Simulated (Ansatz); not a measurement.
Here is an unrelaxed guess for Sr2TeO.

```
CELL_PARAMETERS angstrom
3.84968 0.00000 0.00000
-1.92484 3.33392 0.00000
0.00000 0.00000 5.96701
ATOMIC_POSITIONS crystal
Sr 0.00000 0.00000 0.75000
Sr 0.00000 0.00000 0.25000
Te 0.33333 0.66667 0.00000
O 0.66667 0.33333 0.50000
```

Method: DFT PBE, scalar-relativistic, plane waves, PAW in Ansatz 0.2.0. Settings: cutoff 420 eV, Γ-centred mesh 6×6×4 on the computed 4-atom cell, Gaussian smearing of 0.10 eV; no spin polarisation.

The zero of energy is the elements' standard structures at the same level (O₂ as a molecule); no fitted shifts are applied.

Task: What does a single point on this coarse mesh give?

Result: The pressure is 46.5 GPa (the mean over three directions, positive in compression), the largest force is 7.44 eV/Å, and the energy is −0.41 eV/atom against the elements. The shortest distance is 2.68 Å.

Task: How much does it gain on relaxing, and where does it end?

Result: Relaxing gains about 1.4 eV/atom in 14 ionic steps and ends at −1.824 eV/atom on the finer mesh. The symmetry stays P-6m2 (No. 187). The volume per atom grows by 40.3 %, from 19.1 to 26.9 Å³. The shortest distance goes from 2.68 Å (Sr–O and Sr–Te) to 2.81 Å (Sr–O). The ratio c/a of the conventional cell changes by a factor of 1.19. Conventional cell: a = 4.064 Å, c = 7.516 Å. Sr has 3 O at 2.81 Å, 1 Sr at 3.11 Å and 3 Te at 3.22 Å; around Te lie 6 Sr at 3.22 Å; around O lie 6 Sr at 2.81 Å.

The last run used a 12×12×4 mesh (in the run's order of axes) for its 4-atom cell and Gaussian smearing of 0.02 eV. Spin–orbit coupling, which can matter for Te, is left out. The reference form of Te is held partly by dispersion forces, which this level lacks. The relaxation can't lower the symmetry of the start. Symmetry constrained the relaxation, so the result can be a saddle point.
